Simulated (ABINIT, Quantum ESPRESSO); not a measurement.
Given: the input of a run of ABINIT 10.8.3 (patched build) on LiBe. Atoms were shifted at random by some hundredths of an Å from the given cell, which wasn't relaxed again for these runs. The cell comes from a database or a generator and needn't be the stable form of this composition.

Contents of run.abi:

```
pp_dirpath "./"
pseudos "Be.GGA_PBE-JTH.xml, Li.GGA_PBE-JTH.xml"

acell 4.3387850162 6.8271514826 10.4466764025
rprim
     1.0000000000     0.0000000000     0.0000000000
     0.0000000000     1.0000000000     0.0000000000
    -0.0726722366     0.0000000000     0.9973558773
ntypat 2
znucl 4 3
natom 4
typat 1 1 2 2
xred
     0.2689720000     0.7578760000     0.4242710000
     0.7681370000     0.2360690000     0.5659350000
     0.2778440000     0.7688110000     0.8468290000
     0.7391970000     0.2588130000     0.1610870000
chkprim 0
chksymtnons 0
tolsym 1.0e-6

ecut 19.0
pawecutdg 38.0
pawxcdev 0

kptopt 1
ngkpt 11 7 5
nshiftk 1
shiftk 0.0 0.0 0.0

ixc 11

nband 11
occopt 3
tsmear 0.05 eV

nstep 100
tolvrs 1.0e-9

iomode 3
prtwf 0
prtden 0
prteig 0
prtebands 0
enunit 2
```

Potentials or basis: JTH PAW PBE v2.0.

Launch:

```bash
$ abinit run.abi > log 2>&1
```

What does the same run look like in Quantum ESPRESSO 7.5? Potentials or basis there: SSSP 1.3 efficiency PBE, cutoff 748 eV.

As run (cutoffs and basis follow the program's own potentials, and thresholds, step limits or extra output files can differ):

File pw.in:

```
&CONTROL
  calculation = 'scf'
  prefix = 'pwscf'
  outdir = './tmp'
  pseudo_dir = './pseudo'
  tprnfor = .true.
  tstress = .true.
  disk_io = 'nowf'
/
&SYSTEM
  ibrav = 0
  nat = 4
  ntyp = 2
  ecutwfc = 55
  ecutrho = 440
  nbnd = 13
  occupations = 'smearing'
  smearing = 'fd'
  degauss = 0.00367493
/
&ELECTRONS
  conv_thr = 8d-10
  electron_maxstep = 120
  mixing_beta = 0.5
/
ATOMIC_SPECIES
Be     9.0122 be_pbe_v1.4.uspp.F.UPF
Li     6.9400 li_pbe_v1.4.uspp.F.UPF
CELL_PARAMETERS angstrom
   2.2959861536    0.0000000000    0.0000000000
   0.0000000000    3.6127729800    0.0000000000
  -0.4017425219    0.0000000000    5.5135259934
ATOMIC_POSITIONS crystal
Be     0.2689720000    0.7578760000    0.4242710000
Be     0.7681370000    0.2360690000    0.5659350000
Li     0.2778440000    0.7688110000    0.8468290000
Li     0.7391970000    0.2588130000    0.1610870000
K_POINTS automatic
11 7 5 0 0 0
```

Potentials or basis: SSSP 1.3 efficiency PBE.

Launch:

```bash
$ OMP_NUM_THREADS=1 pw.x -in pw.in > pw.out
```

Both were run:

|  | ABINIT | Quantum ESPRESSO |
| --- | --- | --- |
| Pressure | 0.1 GPa | 0.7 GPa |
| Largest force | 0.604 eV/Å | 0.613 eV/Å |
| Energy over the undisturbed cell | 10.0 meV/atom | 10.2 meV/atom |

Pressure is positive in compression.
